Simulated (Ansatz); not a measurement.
The calculation used Ansatz, DFT r2SCAN, scalar-relativistic, plane waves, PAW.

Structure of KF:

```yaml
crystal:
  lattice:
    - [0.00000, 2.65879, 2.65879]
    - [2.65879, 0.00000, 2.65879]
    - [2.65879, 2.65879, 0.00000]
  atoms:
    - { symbol: K, position: [0.00000, 0.00000, 0.00000] }
    - { symbol: F, position: [0.50000, 0.50000, 0.50000] }
```

Cutoff 500 eV; k points 8×8×8 on the computed 2-atom cell (Γ-centred); Gaussian smearing, width 0.02 eV; no spin polarisation.

Levels along Γ–X–U | K–Γ–L–W–X, in eV from a zero inside the gap, sorted by energy at each point. Points in fractions of the primitive reciprocal vectors: Γ (0.000 0.000 0.000), X (0.500 0.000 0.500), U (0.625 0.250 0.625), K (0.375 0.375 0.750), L (0.500 0.500 0.500), W (0.500 0.250 0.750).
```csv
point,"k (1/Å, with 2π)",band 6,band 7,band 8,band 9,band 10
Γ,0.000,-3.46,-3.46,-3.46,3.46,8.04
-,0.169,-3.55,-3.46,-3.46,3.65,7.81
-,0.338,-3.75,-3.48,-3.48,4.17,7.27
-,0.506,-3.90,-3.49,-3.49,4.89,6.66
-,0.675,-3.93,-3.50,-3.50,5.74,6.11
-,0.844,-3.83,-3.50,-3.50,5.69,6.63
-,1.013,-3.70,-3.50,-3.50,5.43,7.45
X,1.182,-3.64,-3.50,-3.50,5.34,7.86
-,1.241,-3.64,-3.51,-3.50,5.36,7.88
-,1.301,-3.64,-3.53,-3.52,5.42,7.94
-,1.361,-3.64,-3.56,-3.53,5.51,8.03
-,1.420,-3.64,-3.61,-3.56,5.63,8.15
-,1.480,-3.66,-3.64,-3.58,5.78,8.30
-,1.540,-3.72,-3.63,-3.61,5.95,8.16
U,1.599,-3.78,-3.65,-3.63,6.12,7.96
K,1.599,-3.78,-3.65,-3.63,6.12,7.96
-,1.778,-3.95,-3.73,-3.61,6.57,7.45
-,1.957,-4.05,-3.78,-3.58,6.55,7.12
-,2.136,-4.04,-3.76,-3.55,5.95,7.01
-,2.316,-3.92,-3.69,-3.52,5.09,7.15
-,2.494,-3.72,-3.58,-3.48,4.27,7.47
-,2.674,-3.53,-3.49,-3.46,3.67,7.86
Γ,2.853,-3.46,-3.46,-3.46,3.46,8.04
-,2.999,-3.50,-3.47,-3.47,3.60,7.93
-,3.145,-3.63,-3.52,-3.52,4.02,7.68
-,3.291,-3.79,-3.59,-3.59,4.63,7.43
-,3.437,-3.96,-3.67,-3.67,5.33,7.30
-,3.583,-4.11,-3.74,-3.74,5.92,7.40
-,3.730,-4.20,-3.79,-3.79,6.22,7.71
L,3.876,-4.23,-3.80,-3.80,6.29,7.89
-,3.995,-4.21,-3.80,-3.79,6.33,7.83
-,4.115,-4.14,-3.78,-3.77,6.42,7.65
-,4.234,-4.06,-3.75,-3.73,6.54,7.43
-,4.353,-3.97,-3.71,-3.68,6.69,7.23
-,4.473,-3.90,-3.66,-3.64,6.82,7.07
-,4.592,-3.87,-3.62,-3.61,6.90,6.97
W,4.711,-3.86,-3.60,-3.60,6.93,6.93
-,4.796,-3.84,-3.62,-3.59,6.56,7.32
-,4.880,-3.79,-3.63,-3.57,6.22,7.72
-,4.965,-3.72,-3.63,-3.55,5.92,8.11
-,5.049,-3.64,-3.64,-3.53,5.67,8.18
-,5.133,-3.64,-3.57,-3.52,5.49,8.01
-,5.218,-3.64,-3.52,-3.50,5.38,7.90
X,5.302,-3.64,-3.50,-3.50,5.34,7.86
```

Cost: 1 run of about 0.17 core-minutes, on Arm Neoverse V2 (shared hosts).